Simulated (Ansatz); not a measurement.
PtCl$_{2}$: computed property card

PtCl2:
```yaml
crystal:
  lattice:
    - [3.46593, 0.00000, 0.00000]
    - [0.00000, 10.59490, 0.00000]
    - [0.00000, 0.00000, 3.40844]
  atoms:
    - { symbol: Pt, position: [0.00000, 0.00000, 0.50000] }
    - { symbol: Pt, position: [0.50000, 0.50000, 0.00000] }
    - { symbol: Cl, position: [0.93841, 0.85811, 0.00000] }
    - { symbol: Cl, position: [0.06159, 0.14189, 0.00000] }
    - { symbol: Cl, position: [0.43841, 0.64189, 0.50000] }
    - { symbol: Cl, position: [0.56159, 0.35811, 0.50000] }
```

Space group Pnnm (No. 58); conventional cell a = 3.466 Å, b = 10.595 Å, c = 3.408 Å, α = β = γ = 90.00°.

Method: LDA in the plane-wave PAW code Ansatz. Structure relaxed to zero pressure with the same functional. Other levels are named where they apply.

**Cell and energy**

```
Property                                                      Result
-----------------------------------------------------  -------------
Volume per atom                                             20.86 Å³
Density                                                   7.06 g/cm³
Formation energy from the elements (no fitted shifts)  -0.31 eV/atom
```

**Electronic structure**

```
Item                                                                                                                                                                        Value
------------------------------------------------  -------------------------------------------------------------------------------------------------------------------------------
Band gap                                                                                                                                                       0.50 eV (indirect)
Valence-band maximum                                                                                                                                                         at Γ
Conduction-band minimum                           on the Γ–Z line, 56 % of the way from Γ (k = 0.000, 0.000, 0.281 in fractions of the reciprocal vectors) (2 equivalent valleys)
Smallest direct gap on the standard path                                                                                                                                  0.99 eV
Electron effective mass                                                                                                                     0.32, 0.60, 3.6 mₑ (principal values)
Electron effective mass with spin–orbit coupling                                                                                            0.35, 0.65, 4.1 mₑ (principal values)
Hole effective mass                                                                                                                           1.0, 1.8, 1.8 mₑ (principal values)
Hole effective mass with spin–orbit coupling                                                                                                 0.30, 2.9, 5.4 mₑ (principal values)
HSE06 gap on the LDA cell                                                                                                                                                 2.23 eV
Gap with spin–orbit coupling                                                                                                                                              0.53 eV
```

**Mechanics**

```
Quantity                              Result
----------------------------------  --------
Bulk modulus (Birch–Murnaghan fit)  20.5 GPa
Pressure derivative B′                   8.5
```

**Dielectric response**

```
Property                                                           Result
----------------------------------------  -------------------------------
Electronic dielectric constant ε∞ (DFPT)  4.75 (xx), 5.94 (yy), 8.11 (zz)
Born charges (a third of the trace)                  Pt +1.09, Cl -0.55 e
```

**Charges**

```
Quantity                      Value
-------------  --------------------
Bader charges  Pt +0.50, Cl -0.25 e
```

The first step of the workflow began from a Materials Project structure, measured or hypothetical; the Crystallography Open Database copy checked does not list it. COD files the formula under space group No. 166. Whether it is the stable phase at ambient conditions was not checked. The cell was relaxed with LDA under the symmetry of its start; its stability against distortions is not shown here. No spin polarisation was allowed. A crystal of weakly bound chains computed without a dispersion correction: the cell and the soft elastic constants depend strongly on that. The references are the lowest solids computed at this level, not always the standard phases (solids in place of the gases). Scalar-relativistic: spin–orbit coupling is off unless named, which matters more the heavier the elements.

Potentials: the later of the program's two PAW sets.
